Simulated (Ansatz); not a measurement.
Relaxed-ion elastic tensor of Ag (bcc (W type), space group No. 229) in GPa (Voigt order), LDA in the plane-wave PAW code Ansatz; density 11.12 g/cm³, 16.11 Å³ per atom.

```
 127   140   140   0.0   0.0   0.0
 140   127   140   0.0   0.0   0.0
 140   140   127   0.0   0.0   0.0
 0.0   0.0   0.0  72.8   0.0   0.0
 0.0   0.0   0.0   0.0  72.8   0.0
 0.0   0.0   0.0   0.0   0.0  72.8
```

Problem. Is the crystal mechanically stable?

Solution. No: the smallest eigenvalue of C is -13.2 GPa.

Space group Im-3m (bcc (W type)). The first step of the workflow began from a Materials Project structure, measured or hypothetical; the Crystallography Open Database copy checked does not list it. It is not the phase usual at ambient conditions (space group No. 225). The LDA relaxation kept the symmetry of its start. At this level the phase is mechanically unstable. No spin polarisation was allowed. As this level gives no gap, shear constants depend on the k-mesh and smearing (Fermi–Dirac, 0.1 eV here).

Potentials: the later of the program's two PAW sets.
